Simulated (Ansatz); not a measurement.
With LDA in the plane-wave PAW code Ansatz, NbAs in the tetragonal phase (I4_1md; Nb on 4a, As on 4a) relaxes to a = 3.417 Å, c = 11.531 Å. As has 6 nearest neighbours from 2.59 Å (trigonal prismatic). Its formation energy from the elements is -0.77 eV/atom, with no fitted shifts.

Electronic character: no gap, with almost no states at the Fermi level (zero-gap or semimetallic).

An equation-of-state fit gives a bulk modulus of 183 GPa.

The cell was relaxed with LDA under the symmetry of its start. No spin polarisation was allowed. A small band overlap can be real or an error of a semilocal functional. The references are the lowest solids computed at this level, not always the standard phases. Scalar-relativistic: spin–orbit coupling is off unless named, which matters more the heavier the elements.

Potentials: the earlier of the program's two PAW sets.
